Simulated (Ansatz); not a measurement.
Polymorphs of C, each relaxed with PBE in the plane-wave PAW code Ansatz:

A: P4_2/ncm, a = 3.4270 Å, b = 3.4270 Å, c = 6.0874 Å, α = 90.00°, β = 90.00°, γ = 90.00°

B: P4_2/mmc, a = b = 2.600 Å, c = 5.987 Å, α = β = γ = 90.00°

C: P6_3/mmc, a = 2.5180 Å, b = 2.5180 Å, c = 8.3047 Å, α = 90.00°, β = 90.00°, γ = 120.00°

D: R-3c, a = b = 11.061 Å, c = 4.216 Å, α = β = 90.00°, γ = 120.00°

E: Imma, a = 4.891 Å, b = 7.800 Å, c = 3.311 Å, α = 90.00°, β = 90.00°, γ = 90.00°

Task: Rank these by energy per atom at 0 K (lowest first), as PBE gives it.

Result: C (+0 meV/atom), A (+98 meV/atom), E (+261 meV/atom), B (+446 meV/atom), D (+1012 meV/atom)

Task: Give each one's gap.

Result: A 3.74 eV; B no gap; C 4.54 eV; D no gap; E no gap.

Typed or built starts, not in the databases checked: A; B; D; E. Not the usual ambient phase: A; B; C; D; E. All cells were relaxed under the symmetry of their starts (and spin orders); stability against distortions was not tested throughout.

Energies hold the estimated change up to a 700 eV cutoff; steps of a few meV lie near the error of the meshes.

Potentials: the earlier of the program's two PAW sets.
